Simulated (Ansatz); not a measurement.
System: Al (fcc type), 1 atom in the cell.

The calculation used PBE, all-electron LAPW, point nucleus (Ansatz).

k-mesh 12×12×12 Γ-centred; Fermi–Dirac smearing of 0.1 eV; no spin polarisation.

```
Al
1.0
     0.00000    2.02000    2.02000
     2.02000    0.00000    2.02000
     2.02000    2.02000    0.00000
Al
1
Direct
  0.00000 0.00000 0.00000
```

Is the cell under compression or tension, and by how much?

The pressure is 0.17 GPa, so at these settings the cell is compressed and would expand.

The k-mesh is modest, so these values aren't fully converged in k.
